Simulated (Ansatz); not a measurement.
The relaxed structure here is a generated cell of TiPd: the first start was made by placing the elements on the sites of a structure type, and the end was not matched to a known phase here, so it may be hypothetical.

A relaxed cell of TiPd (I4₁/amd (No. 141)), relaxed on a k-mesh at least as fine as the one used below. These are PBEsol (plane waves to 420 eV, PAW, scalar-relativistic; Ansatz, an electronic-structure program) values and carry that method's errors. Γ-centred k-mesh 9×9×6 on the run's cell (coarser than for final values), Fermi–Dirac smearing 0.05 eV.

```
TiPd
1.0
   -1.92086     1.92086     4.07031
    1.92086    -1.92086     4.07031
    3.84172     3.84172    -8.14061
Ti Pd
4 4
Direct
  0.75000   0.25000   0.25000
  0.75000   0.25000   0.75000
  0.00000   0.00000   0.00000
  0.00000   0.00000   0.50000
  0.50000   0.50000   0.00000
  0.50000   0.50000   0.50000
  0.25000   0.75000   0.25000
  0.25000   0.75000   0.75000
```

The atoms are displaced by (Å):

| atom | ux | uy | uz |
|---|---|---|---|
| Ti1 | 0.012 | 0.180 | 0.002 |
| Ti2 | -0.106 | -0.074 | 0.039 |
| Ti3 | -0.113 | -0.035 | 0.156 |
| Ti4 | -0.028 | 0.083 | -0.211 |
| Pd5 | -0.078 | 0.097 | -0.026 |
| Pd6 | -0.060 | -0.052 | -0.181 |
| Pd7 | 0.136 | -0.140 | 0.110 |
| Pd8 | -0.061 | -0.011 | -0.023 |

Question: What forces (eV/Å) and pressure result?

Answer: 
```tsv
atom	Fx	Fy	Fz
Ti1	-0.15	-1.51	-0.90
Ti2	0.80	0.06	-0.69
Ti3	0.22	0.02	-0.58
Ti4	0.29	-0.34	1.65
Pd5	0.31	-0.27	0.02
Pd6	0.93	0.51	2.96
Pd7	-3.06	0.71	-1.84
Pd8	0.66	0.82	-0.62
```

Pressure +5.1 GPa.

Question: Estimate the energy cost of the displacement in the harmonic approximation and compare with the calculation.

Answer: For a harmonic well ΔE = −½ Σ F·u = 1.157 eV a cell, or 145 meV/atom. The calculated energy relative to the undisplaced cell is +0.13 eV/atom, so the harmonic estimate holds well.

No spin polarisation in the result.

The run that gave the undisplaced cell could not lose the symmetry of its start; a randomly shaken copy of 8 atoms returns to this structure.
